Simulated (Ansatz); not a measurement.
## Elastic constants of W at 11 GPa (stress–strain coefficients): input and output

Computed with DFT LDA, scalar-relativistic, plane waves, PAW in Ansatz.

Launched with:
```bash
ansatz run input.yaml --threads 1 --pin off --max-ram 3072MiB --backend cpu --events-out ev --progress --plain --runs-dir out
```

Input (bare energies are in eV):
```yaml
crystal:
  lattice:
    - [-1.5516205041, 1.5516205041, 1.5516205041]
    - [1.5516205041, -1.5516205041, 1.5516205041]
    - [1.5516205041, 1.5516205041, -1.5516205041]
  atoms:
    - { symbol: W, position: [0.0, 0.0, 0.0] }
basis:
  ecutwfc: 420
kpoints:
  mp_grid: { grid: [20, 20, 20] }
hamiltonian:
  xc: lda
scf:
  occupations: { method: fermi_dirac, width: 0.15 }
output:
  forces: true
  stress: true
  eigenvalues: true
elastic:
  mode: relaxed_ion
  amplitude: 0.005
```

From the output:
```
--- Elastic constants: 2 strain directions × 4 members + reference (group order 48) ---
  dense FFT box of the reference and of every strained cell: 20×20×20
  strains applied: 11, 23; error gains: componentwise 1.00 (the most a stress slope's error grows in a printed constant), spectral 1.73 (1 for all six strains in a standard setting)
  C = ∂σ_k/∂η_j (tension-positive GPa; Voigt order 11 22 33 23 13 12):
       630.079    254.127    254.127      0.000     -0.000     -0.000
       254.127    630.079    254.127     -0.000      0.000      0.000
       254.127    254.127    630.079     -0.000      0.000      0.000
        -0.000      0.000      0.000    168.415      0.000     -0.000
         0.000      0.000      0.000     -0.000    168.415     -0.000
        -0.000     -0.000      0.000     -0.000      0.000    168.415
  reference stress σ⁰ (GPa):    -11.009    -11.009    -11.009      0.000      0.000     -0.000
  C* (energy form; C + prestress term) asymmetry max|C*_kj − C*_jk| = 1.705e-13 GPa — a small one proves nothing (zero by symmetry where the batch's group is 432, −43m or m−3m); a large one is finite-difference/SCF noise where every solve ...
  moduli (Voigt/Reuss/Hill, GPa): K = 379.44/379.44/379.44   G = 176.24/175.73/175.98   E = 457.26   ν = 0.299
  mechanically stable: yes (min eigenvalue of sym C = 168.42 GPa)
  strain η (Voigt 11):  stress-route row diagonal C_11 = 630.08 GPa, energy-path curvature d²(F+E_count+ΔE)/dδ²/Ω₀ = 630.09 GPa
    cells at ±δ against ±2δ: C31 254.19 and 254.38 GPa, apart by 0.03 % of the column's largest entry
         δ    σ_11 (GPa) F (eV) n_scf n_hpsi n_pw
    -1.000e-2     -17.5184      -10129.8367260       7  125100    321   relax 0 steps, max|allowed force component| 0.00e0 eV/Å
    -5.000e-3     -14.2115      -10129.8441207       3  105012    321   relax 0 steps, max|allowed force component| 0.00e0 eV/Å
     5.000e-3      -7.9104      -10129.8544028       3  104135    321   relax 0 steps, max|allowed force component| 0.00e0 eV/Å
     1.000e-2      -4.9145      -10129.8573900       6  112346    321   relax 0 steps, max|allowed force component| 0.00e0 eV/Å
  strain η (Voigt 23):  stress-route row diagonal C_44 = 168.42 GPa, energy-path curvature d²(F+E_count+ΔE)/dδ²/Ω₀ = 173.91 GPa
    cells at ±δ against ±2δ: C44 168.44 and 168.50 GPa, apart by 0.04 % of the column's largest entry
         δ    σ_23 (GPa) F (eV) n_scf n_hpsi n_pw
    -1.000e-2      -1.6850      -10129.8491852       7  226228    321   relax 0 steps, max|allowed force component| 0.00e0 eV/Å
    -5.000e-3      -0.8422      -10129.8497939       3  177546    321   relax 0 steps, max|allowed force component| 0.00e0 eV/Å
     5.000e-3       0.8422      -10129.8497939       3  174890    321   relax 0 steps, max|allowed force component| 0.00e0 eV/Å
     1.000e-2       1.6850      -10129.8491852       6  203991    321   relax 0 steps, max|allowed force component| 0.00e0 eV/Å
```

The run took 34 s on 1 thread of Intel(R) Xeon(R) 6975P-C (Granite Rapids) (shared host), peak memory 0.53 GiB.

In a metal, frequencies and elastic constants depend on the k mesh and the smearing, soft modes and shear constants most. Spin–orbit coupling is left out, which can shift energies with elements as heavy as these.